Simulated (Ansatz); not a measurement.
**BN: zone-centre modes**

Method: DFT r2SCAN, scalar-relativistic, plane waves, PAW (Ansatz 0.2.0). Settings: plane waves to 500 eV, k-mesh 10×10×10 (Γ-centred), Gaussian smearing 0.05 eV. No spin polarisation.

The starting cell (relaxed at this level):

```
B N
1.0
    -2.50098    0.00000    0.00000
     0.00000    4.33182    0.00000
     1.25049   -2.16591   -6.87417
B N
4 4
Direct
  0.87500 0.20833 0.75000
  0.37500 0.70833 0.75000
  0.12500 0.79167 0.25000
  0.62500 0.29167 0.25000
  0.62500 0.95833 0.25000
  0.12500 0.45833 0.25000
  0.37500 0.04167 0.75000
  0.87500 0.54167 0.75000
```

The cell holds layers and no dispersion correction was added, so their binding is poorly described.

Harmonic modes by finite displacements of 0.02 Å, without the LO–TO term. The cell doubles the primitive one, so its zone centre also holds the primitive cell's point q = (0, 1/2, 1/2).

Task: At this geometry, is the structure stable against these modes?

Result: Yes: no mode is imaginary beyond 10 cm⁻¹, and only the three translations lie near zero.

Task: List the wavenumbers in cm⁻¹.

Result: 0, 0, 0, 40, 40, 94, 314, 314, 563, 563, 640, 640, 774, 824, 1176, 1176, 1264, 1264, 1313, 1313, 1369, 1369, 1369, 1369.

Cost: 1 run of about 9.4 core-minutes, on Oxide Virtual Turin-like Processor (Zen 5) (shared hosts).